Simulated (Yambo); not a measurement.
G0W0@PBEsol for PdSO4 (space group C2/c, No. 15) in Yambo. Reference settings: 2×2×2 Γ-centred k mesh, bands 9 to 278 and a 7 Ry block in the screening, 278 bands in G with the Bruneval-Gonze terminator, plasmon pole fitted at 27.2 eV. The PBEsol gap (-0.5, -0.5, 0) → (-0.5, -0.5, 0) on this mesh is 0.94 eV; G0W0 gaps are taken between the same points.

The settings were changed. The gap went from 2.79 eV to 2.84 eV, and the shift of the valence edge from -0.66 eV to -0.45 eV.

### Question
What was changed between the two runs?
A) no terminator
B) 6 Ry block
C) pole fitted at 15 eV
D) no random integration

### Answer
A, no terminator. The others gave (gap, valence shift): 6 Ry block: 2.79, -0.65 eV; no random integration: 2.76, -0.56 eV; pole fitted at 15 eV: 2.71, -0.59 eV.

Spin-orbit coupling is not included.

Geometry of the Materials Project entry, not relaxed at this level; primitive cell a = b = 4.913 Å, c = 7.778 Å, α = β = 98.14°, γ = 80.67°.

The structure is a Materials Project entry; no match was found in the copy of COD used, and its stability was not checked.

A shift is the quasiparticle energy of the state minus its PBEsol energy.
